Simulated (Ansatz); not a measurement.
According to DFT-r²SCAN in the program Ansatz with PAW potentials, SnTeO$_{3}$ in the trigonal phase (R3c; Sn on 6a, Te on 6a, O on 18b) relaxes to a = 5.332 Å, c = 27.927 Å. Sn has 3 nearest neighbours from 2.08 Å (trigonal pyramidal); Te has 3 nearest neighbours from 1.86 Å (trigonal pyramidal). Its formation energy from the elements is -1.09 eV/atom, with no fitted shifts.

The Kohn–Sham gap is 2.72 eV (indirect). The valence maximum lies at Γ and the conduction minimum at F (3 equivalent valleys). The hole mass is 0.47, 0.47, 2.1 mₑ (principal values).

An equation-of-state fit gives a bulk modulus of 5.9 GPa. Bader charges are Sn +1.45, Te +2.32, O -1.25 e.

The start of the workflow was typed in or built on a structure type; neither database checked (COD, Materials Project) lists it. Its standing as an ambient phase is unchecked. The cell was relaxed with r²SCAN under the symmetry of its start; its stability against distortions is not shown here. The volume moved by 82 % from the start of the relaxation. The references are the lowest solids computed at this level, not always the standard phases (solids in place of the gases). Scalar-relativistic: spin–orbit coupling is off unless named, which matters more the heavier the elements.

Potentials: the earlier of the program's two PAW sets.
